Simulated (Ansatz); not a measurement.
GaAs (rock salt, Fm-3m) at seven volumes, the program Ansatz at the PBEsol level (PAW), scaled uniformly. One row is withheld.

| V (Å³/atom) | P (GPa) |
|---|---|
| 16.971 | 9.62 |
| 17.531 | 5.86 |
| 18.090 | 2.69 |
| 18.649 | 0.01 |
| 19.209 | -2.24 |
| 19.768 | ? |
| 20.328 | -5.74 |

Q: Fit the shown pressures and predict the withheld one.

A: P = (3/2)B₀(x^(7/2) − x^(5/2))[1 + (3/4)(B′ − 4)(x − 1)] with x = (V₀/V)^(2/3). Least squares on the six rows gives V₀ = 18.653 Å³/atom, B₀ = 81.6 GPa, B′ = 4.68. At V = 19.768, x = 0.9620 and P = -4.14 GPa. The run itself gave -4.13 GPa.

The start of the workflow was typed in or built on a structure type; neither database checked (COD, Materials Project) lists it. It is not the phase usual at ambient conditions (space group No. 216). The PBEsol relaxation kept the symmetry of its start; of distortions, only those at the zone centre were tested.

Potentials: the later of the program's two PAW sets.
